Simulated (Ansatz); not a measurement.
GeSe (GeS type, space group Pnma)

```
GeSe
1.0
   10.51975     0.00000     0.00000
    0.00000     3.82370     0.00000
    0.00000     0.00000     4.14287
Ge Se
4 4
Direct
  0.61626   0.75000   0.59745
  0.88374   0.25000   0.09745
  0.38374   0.25000   0.40255
  0.11626   0.75000   0.90255
  0.35696   0.75000   0.99218
  0.14304   0.25000   0.49218
  0.64304   0.25000   0.00782
  0.85696   0.75000   0.50782
```

The slice is a (100) plane (indices of the conventional cell) through the point (0.884, 0.250, 0.097) (fractional), spanned by u = [010] and v = [001] in vectors of this cell: u (3.82 Å) and v (4.14 Å, at 90° to u). It covers one period; positions are fractions (u, v).

Calculation: PBEsol-D3(BJ) (plane waves to 420 eV, PAW, scalar-relativistic; Ansatz, a first-principles code). k mesh 3×9×8. Near the nuclei the fields are pseudised (PAW); where an atom keeps semicore shells as valence, they peak there. GeSe was relaxed with its symmetry unable to fall. The relaxed volume of GeSe is well below the measured one.

Three fields on this plane, each scaled to ten steps between its own extremes (0 low, 9 high; the total valence density on a logarithmic scale, the potential cut 8 eV below its top; x marks points blanked near nuclei; v = 0 in the bottom row):

Map A
```
|xxxxxxx2100000000012xxxxxx|
|xxxxxxx3100000000013xxxxxx|
|xxxxxxx3100000000013xxxxxx|
|xxxxxx421000000000124xxxxx|
|xxxxx53210000000001235xxxx|
|xxxx5421100000000011245xxx|
|66553221111111111111223556|
|44332211122333332211122334|
|22221111234556554321111222|
|11111112356899986532111111|
|0000112357xxxxxxx753211000|
|000011347xxxxxxxxx74311000|
|00001235xxxxxxxxxxx5321000|
|0000124xxxxxxxxxxxxx421000|
|0001124xxxxxxxxxxxxx421100|
|0001134xxxxxxxxxxxxx431100|
|0001124xxxxxxxxxxxxx421100|
|0001124xxxxxxxxxxxxx421100|
|0000123xxxxxxxxxxxxx321000|
|00001124xxxxxxxxxxx4211000|
|000011234xxxxxxxxx43211000|
|xxxx111235xxxxxxx532111xxx|
|xxxxx11223456665432211xxxx|
|xxxxxx112233444332211xxxxx|
|xxxxxxx1112222222111xxxxxx|
|xxxxxxx1111111111111xxxxxx|
|xxxxxxx2110000000112xxxxxx|
|xxxxxxx2100000000012xxxxxx|
```

Map B
```
|xxxxxxx7532100012356xxxxxx|
|xxxxxxx6431000001346xxxxxx|
|xxxxxxx5421000001245xxxxxx|
|xxxxxx653210000012356xxxxx|
|xxxxx75432111111123457xxxx|
|xxxx7544322222222234457xxx|
|77665443333333333333445667|
|55544433444555555443344455|
|33333334556777776554333333|
|22222345678899988765432222|
|0112235678xxxxxxx876532211|
|000134679xxxxxxxxx97643100|
|00123568xxxxxxxxxxx8653210|
|0012457xxxxxxxxxxxxx754210|
|0012468xxxxxxxxxxxxx864210|
|1123568xxxxxxxxxxxxx865321|
|1223578xxxxxxxxxxxxx875422|
|2234578xxxxxxxxxxxxx875432|
|3445678xxxxxxxxxxxxx876544|
|55556789xxxxxxxxxxx9876555|
|666777899xxxxxxxxx99877766|
|xxxx878899xxxxxxx998878xxx|
|xxxxx88888899999888888xxxx|
|xxxxxx877777777777778xxxxx|
|xxxxxxx7666666666667xxxxxx|
|xxxxxxx7654444445567xxxxxx|
|xxxxxxx7644332334467xxxxxx|
|xxxxxxx7543211123457xxxxxx|
```

Map C
```
|xxxxxxx9643211123469xxxxxx|
|xxxxxxx9753221223579xxxxxx|
|xxxxxxx8653222223568xxxxxx|
|xxxxxx976432222234679xxxxx|
|xxxxx87654322122345678xxxx|
|xxxx7765433211123345677xxx|
|55555554432211122344555555|
|44444444332211122334444444|
|33333333333222223333333333|
|22223333433333333343333222|
|1122233445xxxxxxx544332221|
|111122345xxxxxxxxx54322111|
|11111235xxxxxxxxxxx5321111|
|0001123xxxxxxxxxxxxx321100|
|0000123xxxxxxxxxxxxx321000|
|0000113xxxxxxxxxxxxx311000|
|1110012xxxxxxxxxxxxx210011|
|2211001xxxxxxxxxxxxx100112|
|4332100xxxxxxxxxxxxx001233|
|66532100xxxxxxxxxxx0012356|
|998642001xxxxxxxxx10024689|
|xxxx631001xxxxxxx100136xxx|
|xxxxx53100122322100135xxxx|
|xxxxxx521000010000125xxxxx|
|xxxxxxx4210000000124xxxxxx|
|xxxxxxx6320000000236xxxxxx|
|xxxxxxx7531000001357xxxxxx|
|xxxxxxx8642110112468xxxxxx|
```

Problem. Assign the maps to these fields: density of the lowest conduction band (whole band as if filled, smooth part); density of the highest valence band (whole band, smooth part); valence electron density.

Solution. A is the density of the highest valence band (whole band, smooth part); B is the valence electron density; C is the density of the lowest conduction band (whole band as if filled, smooth part).
